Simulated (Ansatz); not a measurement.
Relaxed SnO₂ (rutile):

```xyz
6
Lattice="4.7692 0.0000 0.0000 0.0000 4.7692 0.0000 0.0000 0.0000 3.2120" Properties=species:S:1:pos:R:3 pbc="T T T"
Sn     0.0000     0.0000     0.0000
Sn     2.3846     2.3846     1.6060
O      1.4607     1.4607     0.0000
O      3.8453     0.9239     1.6060
O      0.9239     3.8453     1.6060
O      3.3085     3.3085     0.0000
```

Scan: atom 5 (O, nearest neighbour Sn at 2.066 Å; its periodic images, 3.2 Å or more away, move with it) is displaced along Cartesian x, direction (1.000, 0.000, 0.000) in Cartesian axes, by s. The other atoms stay.

These are PBEsol (plane waves to 420 eV, PAW, scalar-relativistic; Ansatz, a first-principles code) values and carry that method's errors. k mesh 6×6×8 (Γ-centred), Fermi-Dirac smearing 0.05 eV. Energies are smeared free energies. SnO2 was relaxed with its symmetry unable to fall. The zero of ΔE is the undisplaced structure.

```
s (Å)   ΔE (meV/cell)
------  -------------
-0.410            938
-0.328       withheld
-0.246            358
-0.164            163
-0.082             42
0.000               0
0.082              44
0.164             179
0.246             412
0.328             748
0.410            1194
```

Task: Fit a polynomial form (powers 2, 3, 4) to the given rows and predict ΔE at s = -0.328.

Result: Least squares on the 10 given rows: ΔE = (6366)·s² + (1853)·s³ + (-147.9)·s⁴, in meV/cell with s in Å; root-mean-square residual 0.4 meV/cell. At -0.328 the fit gives 618 meV/cell; the calculation gives 619 meV/cell, so the interpolation is off by -1 (-0.2 %). The quadratic term alone would give 685 meV/cell.

(A displaced cell: forces are minus the slopes of the energy, force constants its curvatures, and phonons follow from these.)
